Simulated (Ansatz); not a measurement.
Relaxed-ion elastic tensor of ReC in space group P-6m2 (No. 187; Re on 1a, C on 1d) in GPa (Voigt order), LDA (plane waves, PAW; program Ansatz); density 16.92 g/cm³, 9.73 Å³ per atom.

```tsv
	1	2	3	4	5	6
1	816	247	235	0.0	0.0	0.0
2	247	816	235	0.0	0.0	0.0
3	235	235	1070	0.0	0.0	0.0
4	0.0	0.0	0.0	207	0.0	0.0
5	0.0	0.0	0.0	0.0	207	0.0
6	0.0	0.0	0.0	0.0	0.0	284
```

Q: Is the crystal mechanically stable?

A: Yes: the smallest eigenvalue of C is 207 GPa.

Q: Work out the Voigt, Reuss and Hill averages.

A: K_V = 459, K_R = 454, K_H = 456; G_V = 272, G_R = 258, G_H = 265 GPa.

Q: Give Young's modulus, Poisson's ratio, Pugh's ratio and the universal anisotropy index.

A: E = 9KG/(3K + G) = 666 GPa; ν = 0.26; K/G = 1.72 (near the Pugh limit of 1.75, no verdict); A_U = 5G_V/G_R + K_V/K_R − 6 = 0.28.

Q: Estimate the sound speeds and the Debye temperature.

A: v_l = √((K + 4G/3)/ρ) = 6920 m/s, v_t = √(G/ρ) = 3960 m/s, mean 4400 m/s; Θ = (h/k)(3n/4πV)^(1/3) v_m = 613 K.

Q: Solve the Christoffel equation for the three sound speeds along x, y, z.

A: Eigenvalues of C_ijkl n_j n_l equal ρv². In km/s, slowest first: x 3.50, 4.10, 6.94; y 3.50, 4.10, 6.94; z 3.50, 3.50, 7.95.

Q: How much does each axis shrink under pressure?

A: Linear compressibilities β_i = Σ_j S_ij (j = 1 to 3): x 0.81, y 0.81, z 0.58 per TPa.

The first step of the workflow began from a Materials Project structure, measured or hypothetical; the Crystallography Open Database copy checked does not list it. Its standing as an ambient phase is unchecked. Symmetry was held in the LDA relaxation; of distortions, only those at the zone centre were tested. The run is not spin-polarised. As this level gives no gap, shear constants depend on the k-mesh and smearing (Fermi–Dirac, 0.1 eV here). On the denser mesh and wider smearing of the elastic run this cell carries a stress of 0.3 GPa. Spin–orbit coupling is left out wherever it is not named.

Potentials: the later of the program's two PAW sets.
